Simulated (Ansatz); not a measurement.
## La2Fe2Si2C: C on a Si site + Si on a C site

Level of theory: PBEsol, no spin polarisation, scalar-relativistic; Ansatz, plane waves to 420 eV (PAW set soft_2), k-mesh 4×3×3 shifted by half a step.

The relaxed host crystal (no gap at this level of theory):

```
C Fe La Si
1.0
     5.41111   -1.99374   -0.06585
     5.41111    1.99374   -0.06585
    -4.30148    0.00000    5.59238
C Fe La Si
1 2 2 2
Direct
  0.00000 0.00000 0.00000
  0.80817 0.80817 0.91872
  0.19183 0.19183 0.08128
  0.44163 0.44163 0.69683
  0.55837 0.55837 0.30317
  0.81489 0.81489 0.24699
  0.18511 0.18511 0.75301
```

Supercell of 21 atoms, rows of the matrix [[0,0,-1],[1,-2,0],[-2,1,0]] times the cell vectors; C on a Si site at (0.815, 0.815, 0.247); Si on a C site at (2.000, 0.000, 1.000) in fractions of the cell above. Atoms are relaxed at the host's cell, from a start shaken by 0.03 Å near the defect.

```tsv
charge	gap of the cell on the mesh (eV)
0	0.00
```

Formation energy of the neutral defect: 2.22 eV; no atoms are exchanged with the outside, so it hangs on no chemical potential.

Relaxed cell at charge 0:

```
La2Fe2Si2C C_Si+Si_C charge 0
1.0
     4.3015    0.0000   -5.5924
    -5.4111   -5.9812    0.0658
    -5.4111    5.9812    0.0658
C Si Fe La
3 6 6 6
Direct
  0.9964 0.3349 0.6716
  0.9959 0.9974 0.9906
  0.8297 0.5643 0.8848
  0.0003 0.6539 0.3352
  0.7371 0.8441 0.5148
  0.7563 0.1958 0.1875
  0.2259 0.1367 0.4662
  0.2548 0.4865 0.1546
  0.2517 0.8136 0.8154
  0.0747 0.5299 0.8625
  0.0815 0.8802 0.5513
  0.0707 0.1884 0.1795
  0.9086 0.1418 0.4753
  0.8921 0.4555 0.0807
  0.9123 0.7887 0.8131
  0.3201 0.9070 0.2214
  0.3024 0.2276 0.8934
  0.3272 0.5475 0.5803
  0.6918 0.7778 0.0912
  0.6839 0.1046 0.7661
  0.6808 0.4296 0.4614
```

Caveats: a metal with Cr, Mn, Fe, Co or Ni was run without spin, and may be magnetic; small supercell, so energies and levels can be off by tenths of an eV; one random start near the defect, so other minima are possible.
